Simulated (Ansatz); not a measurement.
BaTiO3:
```
CELL_PARAMETERS angstrom
      2.84007     1.63971     2.33145
     -2.84007     1.63971     2.33145
      0.00000    -3.27943     2.33145
ATOMIC_POSITIONS crystal
  Ba 0.00127 0.00127 0.00127
  Ti 0.51474 0.51474 0.51474
  O  0.48823 0.97862 0.48823
  O  0.48823 0.48823 0.97862
  O  0.97862 0.48823 0.48823
```

Relaxed with r²SCAN. DFT-r²SCAN in the program Ansatz with PAW potentials gives a gap of 2.87 eV.

Task: What gap does HSE06 give on the same cell (Ansatz, PAW)?

Result: 3.96 eV, 1.09 eV more. The hybrid was solved on a coarser mesh and at special points; its gap is the smallest among all of these.

Cost on shared cores: the r²SCAN run (SCF on a 7×7×7 mesh, then bands and DOS) about 120 core-seconds (a rough figure), the HSE06 run (SCF on 4×4×4, then a few points) about 100 core-seconds (a rough figure); the tasks are unlike.

Space group R3m. This is a known low-temperature phase of the composition, computed here at zero pressure and temperature. The r²SCAN relaxation kept the symmetry of its start; whether a distortion lowers the energy is not shown. No spin polarisation was allowed. Spin–orbit coupling is left out wherever it is not named.

Potentials: the later of the program's two PAW sets.
